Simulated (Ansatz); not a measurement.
The start is a relaxed CdS cell with every coordinate shifted by Gaussian noise of σ = 0.45 Å. A full variable-cell relaxation at zero pressure is run with PBEsol (plane waves to 420 eV, PAW, scalar-relativistic; Ansatz, an electronic-structure program). The first steps use a coarse 7×7×4 k-mesh.

Initial structure:
```
CELL_PARAMETERS angstrom
      4.12305     0.00000     0.00000
     -2.06153     3.57067     0.00000
      0.00000     0.00000     6.71190
ATOMIC_POSITIONS crystal
  Cd 0.70214 0.29970 0.94256
  Cd 0.41419 0.63643 0.51467
  S  0.70905 0.36142 0.70465
  S  0.32327 0.75565 0.08232
```

```yaml
energy_released: about 2.9 eV/atom
relative_to_the_parent: It relaxes back to the parent, P6₃mc (No. 186)
Shortest distances (start → end): "The closest pairs of elements (up to four, under 3.6 Å), start → end: Cd–S 1.62 → 2.52 Å; S–S 3.35 → 4.11 Å"
band_gap_at_the_end: 1.09 eV, direct at Γ (no spin-orbit coupling)
optimiser_moves: 8
```

Final structure:

Space group P6₃mc (No. 186); a = 4.124 Å, b = 4.124 Å, c = 6.709 Å, α = 90.00°, β = 90.00°, γ = 120.00°

```json
[
 {"atom": "Cd", "site": "2b", "symmetry": "3m.", "x": "0.3333", "y": "0.6667", "z": "0.4993"},
 {"atom": "S", "site": "2b", "symmetry": "3m.", "x": "0.3333", "y": "0.6667", "z": "0.1228"}
]
```

Final values are on a 9×9×5 k-mesh of the relaxed cell. The start holds a very short contact (Cd–S 1.62 Å). No spin polarisation in the result.
